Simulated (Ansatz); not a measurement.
An elastic tensor (GPa, Voigt order, standard axes) from PBE in the plane-wave PAW code Ansatz:

```tsv
	1	2	3	4	5	6
1	322	117	77.5	0.0	0.0	0.0
2	117	322	77.5	0.0	0.0	0.0
3	77.5	77.5	361	0.0	0.0	0.0
4	0.0	0.0	0.0	89.0	0.0	0.0
5	0.0	0.0	0.0	0.0	89.0	0.0
6	0.0	0.0	0.0	0.0	0.0	102
```

Which compound is it?
A) HfB2, P6/mmm (Hf on 1a, B on 2d)
B) MoP, P-6m2 (Mo on 1a, P on 1d)
C) AlP, NiAs type
D) GaN, P6_3mc (Ga on 2a, Ga on 2b, N on 2a, N on 2b)

D, GaN, P6_3mc (Ga on 2a, Ga on 2b, N on 2a, N on 2b)

A made-up cell: these elements were put on the sites of a structure type. Its sites differ from those of the usual phase in this space group: another stacking or structure type. Symmetry was held in the PBE relaxation; phonons on a q-mesh show no instability.

Potentials: the later of the program's two PAW sets.
